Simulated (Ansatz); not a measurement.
Geometry optimisation in Ansatz: input, command and trajectory.

```yaml
crystal:
  lattice:
    - [2.9631386799, 0.0, 0.0]
    - [-1.4815693399, 2.5661533717, 0.0]
    - [0.0, 0.0, 5.6463765529]
  atoms:
    - { symbol: Cd, position: [0.3333333333, 0.6666666667, 0.25] }
    - { symbol: Cd, position: [0.6666666667, 0.3333333333, 0.75] }
basis:
  ecutwfc: 420
kpoints:
  mp_grid: { grid: [18, 18, 8] }
hamiltonian:
  xc: pbesol
scf:
  occupations: { method: gaussian, width: 0.1 }
output:
  forces: true
  stress: true
  eigenvalues: true
relax:
  adjacent_minimum: "off"
  f_tol: 0.008
  max_steps: 50
  cell: { stress_tol: 0.08, p_target: -2.0 }
```

```bash
ansatz run input.yaml --threads 1 --pin off --max-ram 2560MiB --backend cpu --events-out ev --progress --plain --runs-dir out
```

The calculation used DFT PBEsol, scalar-relativistic, plane waves, PAW in Ansatz 0.2.0.

Of 5 frames 5 are shown, positions in Å and forces in eV/Å; the SCF threshold varies from step to step. Steps run on the plane waves of an earlier cell, with a Pulay correction in the pressure. The basis is chosen afresh for the last frame, the zero of the energies, and at times for earlier ones too; energy and pressure step there, also at an unchanged geometry. The relaxation lowers the enthalpy F + PV at the target pressure, so the free energy itself can rise.

```xyz
2
Lattice="2.9631 0.0000 0.0000 -1.4816 2.5662 0.0000 0.0000 0.0000 5.6464" Properties=species:S:1:pos:R:3:forces:R:3 pbc="T T T" step=1 free_energy_over_end_meV_per_atom=-4.57 pressure_GPa=-1.13
Cd    0.0000    1.7108    1.4116    0.0000    0.0000    0.0000
Cd    1.4816    0.8554    4.2348    0.0000    0.0000    0.0000
2
Lattice="2.9764 0.0000 0.0000 -1.4882 2.5776 0.0000 0.0000 0.0000 5.7179" Properties=species:S:1:pos:R:3:forces:R:3 pbc="T T T" step=2 free_energy_over_end_meV_per_atom=-0.07 pressure_GPa=-2.14
Cd    0.0000    1.7184    1.4295    0.0000    0.0000    0.0000
Cd    1.4882    0.8592    4.2884    0.0000    0.0000    0.0000
2
Lattice="2.9707 0.0000 0.0000 -1.4854 2.5727 0.0000 0.0000 0.0000 5.7483" Properties=species:S:1:pos:R:3:forces:R:3 pbc="T T T" step=3 free_energy_over_end_meV_per_atom=0.02 pressure_GPa=-2.10
Cd    0.0000    1.7151    1.4371    0.0000    0.0000    0.0000
Cd    1.4854    0.8576    4.3112    0.0000    0.0000    0.0000
2
Lattice="2.9629 0.0000 0.0000 -1.4815 2.5660 0.0000 0.0000 0.0000 5.7825" Properties=species:S:1:pos:R:3:forces:R:3 pbc="T T T" step=4 free_energy_over_end_meV_per_atom=0.11 pressure_GPa=-1.97
Cd    0.0000    1.7106    1.4456    0.0000    0.0000    0.0000
Cd    1.4815    0.8553    4.3368    0.0000    0.0000    0.0000
2
Lattice="2.9629 0.0000 0.0000 -1.4815 2.5660 0.0000 0.0000 0.0000 5.7825" Properties=species:S:1:pos:R:3:forces:R:3 pbc="T T T" step=5 free_energy_over_end_meV_per_atom=0.00 pressure_GPa=-1.98
Cd    0.0000    1.7106    1.4456    0.0000    0.0000    0.0000
Cd    1.4815    0.8553    4.3368    0.0000    0.0000    0.0000
```

It took 40 s on 1 thread of Arm Neoverse V1, with other jobs on the host, peak memory 0.42 GiB.